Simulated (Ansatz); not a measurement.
TiO2 (anatase, space group No. 141) at seven volumes, PBEsol (plane waves, PAW; program Ansatz), shape and atoms relaxed at each. One row is withheld.

```tsv
V (Å³/atom)	P (GPa)
10.299	18.61
10.638	?
10.978	5.72
11.317	0.01
11.657	-5.20
11.996	-9.84
12.336	-13.92
```

Fit the shown pressures and predict the withheld one.

Third-order Birch–Murnaghan: P = (3/2)B₀(x^(7/2) − x^(5/2))[1 + (3/4)(B′ − 4)(x − 1)] with x = (V₀/V)^(2/3). Least squares on the six rows gives V₀ = 11.317 Å³/atom, B₀ = 179.3 GPa, B′ = 2.20. At V = 10.638, x = 1.0421 and P = 11.84 GPa. The run itself gave 11.88 GPa.

Space group I4_1/amd (anatase). Symmetry was held in the PBEsol relaxation. No spin polarisation was allowed.

Potentials: the earlier of the program's two PAW sets. The files were generated under PBE; for other functionals the program regenerates the frozen cores, and for LDA and PBEsol the local potential too.
